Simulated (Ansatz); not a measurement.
Input:

Ga2O3:
Space group P-3m1 (No. 164); a = b = 2.991 Å, c = 6.843 Å, α = β = 90.00°, γ = 120.00°

```tsv
atom	site	symmetry	x	y	z
Ga	2d	3m.	0.3333	0.6667	0.2040
O	1a	-3m.	0.0000	0.0000	0.0000
O	2d	3m.	0.6667	0.3333	0.3085
```

This is the r²SCAN-relaxed structure.

Task: All from r²SCAN (plane waves, PAW; program Ansatz), unless another level is named. Give the band gap.

Result: 3.12 eV (direct).

Task: And the HSE06 gap on the r²SCAN cell?

Result: 4.18 eV.

Task: Predict the hole effective mass.

Result: 0.33, 12, 12 mₑ (principal values).

A made-up cell: these elements were put on the sites of a structure type; neither database checked (COD, Materials Project) lists it. It is not the phase usual at ambient conditions (space group No. 12, 167). The r²SCAN relaxation kept the symmetry of its start. At this level the phase is mechanically unstable. Scalar-relativistic: spin–orbit coupling is off unless named, which matters more the heavier the elements.

Potentials: the later of the program's two PAW sets.
